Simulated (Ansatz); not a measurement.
SiGe:
```yaml
crystal:
  lattice:
    - [-1.98108, 1.98108, 14.02658]
    - [1.98108, -1.98108, 14.02658]
    - [1.98108, 1.98108, -14.02658]
  atoms:
    - { symbol: Si, position: [0.90442, 0.90442, 0.00000] }
    - { symbol: Si, position: [0.45210, 0.95210, 0.50000] }
    - { symbol: Si, position: [0.50000, 0.50000, 0.00000] }
    - { symbol: Si, position: [0.04790, 0.54790, 0.50000] }
    - { symbol: Si, position: [0.09558, 0.09558, 0.00000] }
    - { symbol: Ge, position: [0.64547, 0.14547, 0.50000] }
    - { symbol: Ge, position: [0.69783, 0.69783, 0.00000] }
    - { symbol: Ge, position: [0.25000, 0.75000, 0.50000] }
    - { symbol: Ge, position: [0.30217, 0.30217, 0.00000] }
    - { symbol: Ge, position: [0.85453, 0.35453, 0.50000] }
```

Relaxed with PBE. Special points in fractions of this cell's reciprocal vectors: Γ (0.000, 0.000, 0.000); X (0.000, 0.000, 0.500); P (0.250, 0.250, 0.250); N (0.000, 0.500, 0.000); M (0.500, 0.500, -0.500); S (0.255, 0.745, -0.255); S0 (-0.255, 0.255, 0.255); R (-0.010, 0.010, 0.500); G (0.500, 0.500, -0.010).

### Question
List the band energies nearest the valence-band maximum at these points for the program Ansatz at the PBE level (PAW).

### Answer
In eV from the valence-band maximum; about four levels below and three above (degenerate sets whole), none deeper than 8.9 eV; points with the same levels are listed once.

```csv
k,below,above
Γ,-1.49 -1.49 -0.10 0.00 0.00,0.33 0.40 1.17
X,-3.25 -3.25 -2.93 -2.92,0.68 0.73 1.37
P,-3.05 -3.03 -3.02 -3.00,0.84 0.88 0.96
N,-1.40 -1.34 -1.01 -0.99,0.66 1.44 1.49
M,-0.79 -0.79 -0.42 -0.42,0.37 0.43 1.01 1.02
S,-1.68 -1.40 -1.03 -0.98,0.94 1.04 1.81
R,-3.25 -3.23 -2.93 -2.93,0.69 0.74 1.36
```

Space group I-4m2. The start of the workflow was typed in or built on a structure type; neither database checked (COD, Materials Project) lists it. Whether it is the stable phase at ambient conditions was not checked. Symmetry was held in the PBE relaxation; whether a distortion lowers the energy is not shown. Scalar-relativistic: spin–orbit coupling is off unless named, which matters more the heavier the elements.

Potentials: the earlier of the program's two PAW sets.
